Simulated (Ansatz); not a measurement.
## Rb, dhcp: geometry optimisation

All numbers below come from DFT, BLYP, plane waves (420 eV) with PAW, scalar-relativistic (Ansatz). (PAW data from PBE, frozen cores regenerated.)

k-point mesh 7×7×2, Fermi-Dirac smearing 0.1 eV, no spin polarisation. Cell and atoms relax.

Starting structure:

```
Rb
1.0
     4.97566    0.00000    0.00000
    -2.48783    4.30905    0.00000
     0.00000    0.00000   16.25051
Rb
4
Direct
  0.00000 0.00000 0.00000
  0.00000 0.00000 0.50000
  0.33333 0.66667 0.25000
  0.66667 0.33333 0.75000
```

What cell does the relaxation end in?

P6_3/mmc with a = 5.116 Å, c = 16.880 Å (c/a = 3.300); 95.64 Å³ per atom against 87.10 at the start (9.8 %).

How much energy does the relaxation gain?

6.6 meV per atom.
